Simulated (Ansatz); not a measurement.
GaP:
```xyz
2
Lattice="0.0000 2.7258 2.7258 2.7258 0.0000 2.7258 2.7258 2.7258 0.0000" Properties=species:S:1:pos:R:3 pbc="T T T"
Ga     0.0000     0.0000     0.0000
P      4.0887     4.0887     4.0887
```

r²SCAN in the plane-wave PAW code Ansatz gives a gap of 1.85 eV without spin–orbit coupling, maximum at Γ, minimum on the Γ–X line, 85 % of the way from Γ.

### Question
What happens when spin–orbit coupling is switched on?

### Answer
The gap drops by 0.03 eV, to 1.82 eV; maximum at Γ, minimum on the Γ–X line, 85 % of the way from Γ.

### Question
How large is the spin–orbit splitting of the valence top at Γ?

### Answer
The fourfold level lies 0.08 eV above the split-off pair.

Space group F-43m (zinc blende). The r²SCAN relaxation kept the symmetry of its start; phonons on a q-mesh show no instability.

Potentials: the earlier of the program's two PAW sets.
